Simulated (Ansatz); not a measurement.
BeTe (rock salt, space group No. 225) at seven volumes, PBEsol in the plane-wave PAW code Ansatz, scaled uniformly. One row is withheld.

| V (Å³/atom) | P (GPa) |
|---|---|
| 16.951 | 8.30 |
| 17.509 | 5.09 |
| 18.068 | 2.35 |
| 18.627 | 0.00 |
| 19.186 | -2.02 |
| 19.745 | -3.75 |
| 20.303 | ? |

Task: Fit the shown pressures and predict the withheld one.

Result: Third-order Birch–Murnaghan: P = (3/2)B₀(x^(7/2) − x^(5/2))[1 + (3/4)(B′ − 4)(x − 1)] with x = (V₀/V)^(2/3). Least squares on the six rows gives V₀ = 18.626 Å³/atom, B₀ = 72.49 GPa, B′ = 4.12. At V = 20.303, x = 0.9441 and P = -5.23 GPa. The run itself gave -5.24 GPa.

Space group Fm-3m (rock salt). The start of the workflow was typed in or built on a structure type; neither database checked (COD, Materials Project) lists it. COD files the formula under space group No. 216. Whether it is the stable phase at ambient conditions was not checked. Symmetry was held in the PBEsol relaxation. At this level the phase is dynamically unstable (imaginary phonons). Spin–orbit coupling is left out wherever it is not named.

Potentials: the earlier of the program's two PAW sets. The files were generated under PBE; for other functionals the program regenerates the frozen cores, and for LDA and PBEsol the local potential too.
